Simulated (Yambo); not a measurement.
A BSE run in Yambo for Ba$_{2}$MgMoO$_{6}$ (space group Fm-3m, No. 225) (PBEsol bands; 4×4×4 mesh, 17 valence and 6 conduction bands, static screening with 91 bands and a 3 Ry block, scissor 1.48 eV, Tamm-Dancoff; field along x) gives:

```csv
state,energy (eV),states within 2 meV,relative strength,class
1,2.70,1,< 0.01,dark
2,2.81,3,< 0.01,dark
3,2.92,3,< 0.01,dark
4,3.09,3,< 0.01,dark
5,3.15,2,< 0.01,weak
```

Q: What changes when the window shrinks to 15 valence and 5 conduction bands?

A: The lowest state goes from 2.696 eV to 2.696 eV, and its distance below the direct gap from 0.834 eV to 0.834 eV. These are vertical excitations (zero momentum). The scissor comes from a G0W0 run whose convergence isn't established.

Spin-orbit coupling is not included.

Geometry of the Materials Project entry, not relaxed at this level; primitive cell a = b = c = 5.8070 Å, α = β = γ = 60.00°.

The structure is a Materials Project entry; no match was found in the copy of COD used, and its stability was not checked.
